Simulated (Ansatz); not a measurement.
**Property card for AlRu**

AlRu:
Space group Fm-3m (No. 225); a = b = c = 4.930 Å, α = β = γ = 90.00°

```tsv
atom	site	symmetry	x	y	z
Ru	4a	m-3m	0.0000	0.0000	0.0000
Al	4b	m-3m	0.5000	0.5000	0.5000
```
(The calculation used a cell of 2 atoms; values per cell refer to that cell.)

Space group Fm-3m (No. 225), rock salt; conventional cell a = 4.930 Å, b = 4.930 Å, c = 4.930 Å, α = 90.00°, β = 90.00°, γ = 90.00°.

Method: DFT-PBEsol in the program Ansatz with PAW potentials. Structure relaxed to zero pressure with the same functional. Other levels are named where they apply.

Cell and energy:

```
Property                                                      Value
-----------------------------------------------------  ------------
Volume per atom                                            14.98 Å³
Density                                                  7.10 g/cm³
Formation energy from the elements (no fitted shifts)  0.22 eV/atom
```

Electronic structure:

```
Quantity                                                                    Value
------------------------------------  -------------------------------------------
Electronic character                                            metallic (no gap)
Density of states at the Fermi level  1.1 states/eV per atom (mean over ±0.08 eV)
Gap with spin–orbit coupling                                      none (metallic)
```

Mechanics:

```
Quantity                                                                Value
-------------------------------------  --------------------------------------
Bulk modulus (Birch–Murnaghan fit)                                    156 GPa
Pressure derivative B′                                                    4.3
Elastic constants (relaxed ions, GPa)      C11 = 347, C12 = 60.4, C44 = -78.1
Mechanical stability                   unstable (C has a negative eigenvalue)
```

Phonons:

```
Property                                        Value
-----------------------------  ----------------------
Highest zone-centre frequency                335 cm⁻¹
Zone-centre stability          no imaginary mode at Γ
```

The start of the workflow was typed in or built on a structure type; neither database checked (COD, Materials Project) lists it. COD files the formula under space group No. 221, so this cell is another polymorph or a model. Its standing as an ambient phase is unchecked. Symmetry was held in the PBEsol relaxation. No spin polarisation was allowed. Its formation energy is positive at this level, so the cell may be metastable or incomplete. As this level gives no gap, shear constants depend on the k-mesh and smearing (Fermi–Dirac, 0.1 eV here). As this level gives no gap, phonon frequencies hold no LO–TO term and depend on the k-mesh and smearing (Fermi–Dirac, 0.1 eV here). The references are the lowest solids computed at this level, not always the standard phases. Scalar-relativistic: spin–orbit coupling is off unless named, which matters more the heavier the elements.

Potentials: the later of the program's two PAW sets.
